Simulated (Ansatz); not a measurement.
Starting cell, Re (hcp, Mg type):

```
CELL_PARAMETERS angstrom
      2.77518     0.00000     0.00000
     -1.38759     2.40338     0.00000
      0.00000     0.00000     4.48302
ATOMIC_POSITIONS crystal
  Re 0.33333 0.66667 0.75000
  Re 0.66667 0.33333 0.25000
```

In this cell atom 2 (Re, nearest neighbour Re at 2.755 Å; its periodic images, 2.8 Å or more away, move with it) is moved by s along Cartesian x, unit vector (1.000, 0.000, 0.000); all other atoms and the cell stay fixed.

All values below come from PBE (plane waves to 420 eV, PAW, scalar-relativistic; Ansatz, a first-principles code). k mesh 15×15×9 (Γ-centred), Fermi-Dirac smearing 0.05 eV. E stands for the smeared free energy. With partly filled bands, energies and forces of such displacements shift with the k mesh and the smearing. Re is run without spin polarisation. Re was relaxed with its symmetry unable to fall. Spin-orbit coupling is left out, though Re is heavy. The PAW data are Ansatz's earlier set. The zero of ΔE is the undisplaced structure. The last digit holds for this mesh only.

```csv
s (Å),ΔE (meV/cell)
-0.550,572.4
-0.440,withheld
-0.330,229.5
-0.220,107.8
-0.110,28.5
0.000,0.0
0.110,28.5
0.220,107.8
0.330,229.5
0.440,withheld
0.550,572.4
```

Task: Fit an even polynomial form (powers 2, 4, 6) to the given rows and predict ΔE at s = -0.440.

Result: Least squares on the 9 given rows: ΔE = (2351)·s² + (-2642)·s⁴ + (3724)·s⁶, in meV/cell with s in Å; root-mean-square residual 0.23 meV/cell. At -0.440 the fit gives 383.2 meV/cell; the calculation gives 387.7 meV/cell, so the interpolation is off by -4.5 (-1.2 %). The quadratic term alone would give 455.2 meV/cell.

(For displaced atoms, the force is minus the slope of the energy, and its curvature is a force constant, which sets phonon frequencies.)
